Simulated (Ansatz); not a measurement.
# A film clamped to a substrate in W2N

Computed with Ansatz, DFT PBEsol, scalar-relativistic, plane waves, PAW. Settings: plane waves to 420 eV, k-mesh 18×18×4 (Γ-centred), Gaussian smearing 0.15 eV. Spin–orbit coupling is left out, which matters for the heavy elements here. No spin polarisation. Energies are free energies at this smearing, counted from the undisturbed cell; pressure is positive in compression.

The undisturbed cell (relaxed at this level; with this scan's settings it stands at 0.2 GPa; it needn't be the usual structure):

```yaml
crystal:
  lattice:
    - [2.80246, 0.00000, 0.00000]
    - [-1.40123, 2.42701, 0.00000]
    - [0.00000, 0.00000, 17.45168]
  atoms:
    - { symbol: W, position: [0.00000, 0.00000, 0.07593] }
    - { symbol: W, position: [0.00000, 0.00000, 0.92407] }
    - { symbol: W, position: [0.33333, 0.66667, 0.26252] }
    - { symbol: W, position: [0.66667, 0.33333, 0.73748] }
    - { symbol: W, position: [0.33333, 0.66667, 0.41761] }
    - { symbol: W, position: [0.66667, 0.33333, 0.58239] }
    - { symbol: N, position: [0.00000, 0.00000, 0.50000] }
    - { symbol: N, position: [0.33333, 0.66667, 0.15068] }
    - { symbol: N, position: [0.66667, 0.33333, 0.84932] }
```

The cell (9 atoms, V0 = 118.70 Å³) is strained by p along both x and y and by q along z, fractional coordinates fixed. τp = (1/V0) ∂E/∂p = (σxx + σyy)(1 + p)(1 + q) and τq = (1/V0) ∂E/∂q = σzz(1 + p)², with tension positive.

| p | q | ΔE (meV/atom) | τp (GPa) | τq (GPa) |
| --- | --- | --- | --- | --- |
| 0.000 | 0.000 | 0.00 | -0.31 | -0.41 |
| -0.025 | 0.000 | 39.01 | -39.15 | -9.55 |
| 0.025 | 0.000 | 31.89 | 30.02 | 8.40 |
| 0.000 | -0.025 | 18.71 | -10.08 | -18.20 |
| 0.000 | 0.025 | 15.18 | 8.01 | 14.70 |

Q: Get the second derivatives of the energy density.

A: Central differences give A = ∂τp/∂p = 1383 GPa (C11 + C22 + 2 C12), C = ∂τq/∂q = 658 GPa (C33) and the cross term B = ∂τq/∂p = 359 GPa (C13 + C23); ∂τp/∂q = 362 GPa must equal B, and any difference shows higher-order terms. The ions are clamped.

Q: A film of this crystal grows with z along the normal on a substrate that imposes p. How does its thickness respond, and what does the misfit cost?

A: Count p and q from the stress-free cell. A free surface needs τq = 0, so q = −(B/C) p = -0.55 p. The energy density left is (A − B²/C) p²/2 = M p², with the biaxial modulus M = 594 GPa; a misfit of 1 % costs 4.89 meV/atom, against 5.69 meV/atom if the thickness were held.

At p = 0.050 the energies along q are 113.0 (q = -0.050), 99.1 (q = -0.025), 118.8 (q = 0.000), 166.8 (q = 0.025), 238.5 (q = 0.050) meV/atom.

Q: Does the linear rule hold at this misfit?

A: A parabola through the lowest point and its neighbours has its minimum at q = -0.027, 99.0 meV/atom. With the stress left in the starting cell, τp0 and τq0, linear elasticity gives q = −(τq0 + Bp)/C = -0.027 and E = V0(τp0 p + τq0 q + Ap²/2 + Bpq + Cq²/2)/N = 121.8 meV/atom. The energies differ by more than a tenth, so the quadratic law fails here: the gap holds the anharmonic part, with some error from the wide steps. Cubic terms also shift the vertex of so wide a parabola.

Forces appear on the atoms along this scan, and letting them relax would lower the energy and soften the response. In a metal these slopes depend on the k mesh and the smearing.